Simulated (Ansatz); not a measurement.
Here is the system:

TaAs:
```cif
data_AsTa
_chemical_formula_sum 'Ta1 As1'
_space_group_name_H-M_alt 'P 1'
_space_group_IT_number 1
_cell_length_a 3.21546
_cell_length_b 3.21546
_cell_length_c 3.21546
_cell_angle_alpha 90.000
_cell_angle_beta 90.000
_cell_angle_gamma 90.000
loop_
_space_group_symop_operation_xyz
  'x, y, z'
loop_
_atom_site_label
_atom_site_type_symbol
_atom_site_fract_x
_atom_site_fract_y
_atom_site_fract_z
_atom_site_occupancy
Ta1 Ta 0.00000 0.00000 0.00000 1
As1 As 0.50000 0.50000 0.50000 1
```

This is the PBE-relaxed structure.

Task: All from PBE (plane waves, PAW; program Ansatz), unless another level is named. Estimate the electronic character.

Result: metallic (no gap).

Task: Predict the density of states at the Fermi level.

Result: 0.33 states/eV per atom (mean over ±0.08 eV).

Task: What about the formation energy from the elements (no fitted shifts)?

Result: -0.27 eV/atom.

Space group Pm-3m (CsCl type). The cell is a constructed one: a structure type filled with these elements; neither database checked (COD, Materials Project) lists it. It is not the phase usual at ambient conditions (space group No. 109). Symmetry was held in the PBE relaxation; whether a distortion lowers the energy is not shown. The run is not spin-polarised. The references are the lowest solids computed at this level, not always the standard phases. Spin–orbit coupling is left out wherever it is not named.

Potentials: the later of the program's two PAW sets.
